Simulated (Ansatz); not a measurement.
Sr3TaN3: N-14 nuclear quadrupole resonance

Cell: a computed structure from the Materials Project (it need not be an observed phase), atoms as given.

Space group P6_3/m (No. 176); a = 7.9561, c = 5.5188 Å, γ = 120.00°.

| site | Wyckoff | site symmetry | x | y | z |
| --- | --- | --- | --- | --- | --- |
| Sr | 6h | m.. | 0.8802 | 0.6435 | 0.2500 |
| Ta | 2c | -6.. | 0.6667 | 0.3333 | 0.7500 |
| N | 6h | m.. | 0.8624 | 0.6089 | 0.7500 |

One atom of each set is listed.

The numbers come from a DFT calculation in Ansatz (r2SCAN, plane waves and PAW, scalar-relativistic, collinear spin, 500 eV cutoff, Γ-centred 4×4×5 k-points, Fermi–Dirac smearing 0.02 eV). Start moments as typed (μB): 2 on each Ta, none on the rest.

N-14: I = 1, Q = 20.44 mb (year-2017 value). Static lattice, zero field.

(1) The simulated lines lie at 0.787, 0.807, 1.59 MHz. What are |C_Q|, η and |V_zz| at N?

## Answers

(1) For I = 1 the lines are ν± = (3/4)|C_Q|(1 ± η/3) and ν₀ = |C_Q|η/2. Here |C_Q| = 1.60 MHz, η = 0.98 and |V_zz| = 3.24 × 10²¹ V/m². The calculation gives V_zz positive; the lines don't show the sign. The site has 1 Ta at 1.95 Å; also 4 Sr at 2.58–2.77 Å.

The largest force is 0.3 eV/Å, so the atoms aren't at the calculated equilibrium and relaxing them would move these values. The program didn't check the stability of this electronic state in full, so a lower one may lie near. Without spin–orbit coupling the gradients at and beside Ta can be off by some per cent, at some sites by more. The start moments die out, and the run ends without spin.

The run took 3.4 min of wall time (3.4 min of CPU time) and 1.6 GiB at its peak, on 1 thread of Arm Neoverse V2 (aarch64; 28 cores open to the job, memory cap 3.0 GiB, no GPU), a shared host with a load of 0.6 a core.
